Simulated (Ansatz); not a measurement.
## Ca (fcc)

Computed with Ansatz (plane waves, PAW, 420 eV cutoff): HSE06, scalar-relativistic, no spin polarisation, Γ-centred 6×6×6 mesh, 0.05 eV Gaussian smearing. The datasets are Ansatz's generated set soft_2.

```cif
data_structure
_symmetry_space_group_name_H-M 'Fm-3m'
_symmetry_Int_Tables_number 225
_cell_length_a 5.5644
_cell_length_b 5.5644
_cell_length_c 5.5644
_cell_angle_alpha 90.000
_cell_angle_beta 90.000
_cell_angle_gamma 90.000
_cell_volume 172.28
loop_
_atom_site_label
_atom_site_type_symbol
_atom_site_symmetry_multiplicity
_atom_site_Wyckoff_symbol
_atom_site_fract_x
_atom_site_fract_y
_atom_site_fract_z
_atom_site_occupancy
Ca1 Ca 4 a 0.00000 0.00000 0.00000 1
```

The volume is at zero pressure for this level.

The run used a cell of 1 atoms; the mesh refers to it.

```yaml
Volume: 43.07 Å³/atom
```

**Question.** What does HSE06 give for the band gap?

**Answer.** zero (metallic).

**What was measured.** A measured cell of cubic Ca (space group Fm-3m) at 299.15 K, from the Crystallography Open Database (1959, doi:10.1107/S0365110X59001268), has a = 5.588 Å and 43.63 Å³/atom.

**Comparison.** The computed cell (5.564 Å, 43.07 Å³/atom) differs from the database's by −1.3 % in volume, about −0.4 % in length. The static lattice lacks zero-point motion and thermal expansion; that covers some of the miss, perhaps all.

For a metal under a hybrid functional this mesh is coarse.
